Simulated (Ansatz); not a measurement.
Compressing TiB: a fit and a missing row

TiB, Pnma, a = 6.103 Å, b = 3.047 Å, c = 4.557 Å. The structure is a COD entry; whether it is the stable form wasn't checked. Ansatz: r2SCAN, PAW, 500 eV, Γ-centred 6×12×8 mesh on 8 atoms, Gaussian smearing 0.10 eV; no spin polarisation. Shape and atoms are relaxed at each volume; pressure is positive in compression.

| V (Å³/atom) | P (GPa) |
| --- | --- |
| 9.322 | ? |
| 9.640 | 24.44 |
| 9.958 | 15.03 |
| 10.276 | 6.95 |
| 10.593 | 0.00 |
| 10.911 | -5.97 |
| 11.229 | -11.10 |
| 11.653 | -16.79 |

Question: Take V0 = 10.593 Å³/atom, fit the third-order Birch–Murnaghan form to the other rows, and predict the missing pressure.

Answer: With the Eulerian strain f = ½[(V0/V)^(2/3) − 1] and y = P/[3f(1 + 2f)^(5/2)], the form is the line y = B0 + 1.5 B0 (B0′ − 4) f. Rows (f, y): 0.03243, 214.7; 0.02104, 214.8; 0.01023, 215.3; -0.00976, 214.2; -0.01906, 213.9; -0.03080, 213.0. Means f = 0.0006800, y = 214.32; Σ(Δf)² = 0.003003, ΣΔfΔy = 0.08229; the slope is their ratio. y = 214.3 + 27.40 f GPa, so B0 = 214.3 GPa and B0′ = 4 + 2 × (27.40)/(3 × 214.3) = 4.09. At V = 9.322, f = 0.04447, y = 215.52 and P = 35.58 GPa. The run gave 35.38 GPa, so the fit is 0.20 GPa too high, a small miss on the scale of the series.

Cost: 8 runs of about 76 core-minutes in all, on Intel Xeon Processor @ 2.50GHz (Skylake/Cascade Lake) (shared hosts).